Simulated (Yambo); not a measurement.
Yambo run on TiNCl (space group Pmmn, No. 59). The wavefunctions come from this Quantum ESPRESSO step (PBEsol, PseudoDojo standard norm-conserving files, scalar-relativistic):

```
&CONTROL
  calculation = 'nscf'
  pseudo_dir = './pseudo'
  outdir = './out'
/
&SYSTEM
  ibrav = 0
  nat = 6
  ntyp = 3
  ecutwfc = 84.0
  ecutrho = 336.0
  occupations = 'fixed'
  force_symmorphic = .true.
  nbnd = 156
/
&ELECTRONS
  conv_thr = 6.000000000000001e-09
  diago_full_acc = .true.
  diago_thr_init = 1e-08
/
ATOMIC_SPECIES
N 14.0070 N.upf
Cl 35.4500 Cl.upf
Ti 47.8670 Ti.upf
CELL_PARAMETERS angstrom
  3.249439771000   0.000000000000   0.000000000000
  0.000000000000   3.928262981000   0.000000000000
  0.000000000000   0.000000000000   7.766359423000
ATOMIC_POSITIONS crystal
N   0.000000000000   0.000000000000   0.950205967500
N   0.500000000000   0.500000000000   0.049794032500
Cl   0.500000000000   0.500000000000   0.665279891700
Cl   0.000000000000   0.000000000000   0.334720108300
Ti   0.500000000000   0.000000000000   0.099168434300
Ti   0.000000000000   0.500000000000   0.900831565700
K_POINTS automatic
4 4 1 0 0 0
```

Yambo input:

```
rim_cut
gw0
dyson
el_el_corr
HF_and_locXC
ppa
em1d
RandQpts= 1000000
RandGvec= 1 Ry
EXXRLvcs= 84 Ry
VXCRLvcs= 336 Ry
Chimod= "HARTREE"
% BndsRnXp
 3 | 155 |
%
NGsBlkXp= 7 Ry
% LongDrXp
 1.0 | 1.0 | 1.0 |
%
PPAPntXp= 27.2114 eV
% GbndRnge
 1 | 155 |
%
GTermKind= "BG"
DysSolver= "n"
ExtendOut
% QPkrange
 1 | 1 | 24 | 25 |
 3 | 3 | 24 | 25 |
 7 | 7 | 24 | 25 |
 9 | 9 | 24 | 25 |
%
```

k points by index: 1 = Γ, 3 = (0, -0.5, 0), 7 = (-0.5, 0, 0), 9 = (-0.5, -0.5, 0).

Table of the .qp output:

```
#    K-point    Band    Eo [eV]    E [eV]    E-Eo [eV]    Vxc [eV]    Vnlxc [eV]    Sc|Eo [eV]    Sc|E [eV]    dSc/dw|Eo [eV]    Re(Z)    Im(Z)
#
    1    24    0.000000    0.291036    0.291036    -18.44111    -20.47377    2.414316    2.323690    -8.475753    0.762496    -0.001479
    1    25    0.570694    1.590672    1.019977    -19.15143    -12.09572    -5.722056    -6.035735    -8.367010    0.764825    -0.001672
    3    24    -1.666125    -2.282811    -0.616686    -15.36162    -18.96290    2.806113    2.984586    -7.873764    0.775579    -0.001337
    3    25    1.467566    2.472203    1.004637    -19.24601    -11.78243    -6.135329    -6.458938    -8.763341    0.756398    -0.001873
    7    24    -1.262620    -1.184314    0.078307    -16.80940    -19.62214    2.915681    2.891048    -8.572104    0.760442    -0.001555
    7    25    2.021884    3.137875    1.115991    -20.39476    -12.42897    -6.479281    -6.849796    -9.029851    0.750819    -0.004000
    9    24    -2.199109    -2.860701    -0.661592    -14.66708    -18.80814    3.280354    3.479476    -8.188917    0.768676    -0.887143E-3
    9    25    1.996031    3.124826    1.128795    -20.35628    -12.26508    -6.582200    -6.962408    -9.163437    0.748077    -0.002082
```
(The two width columns are left out.) Convergence of these settings isn't established.

Geometry relaxed with PBE+D3(BJ).
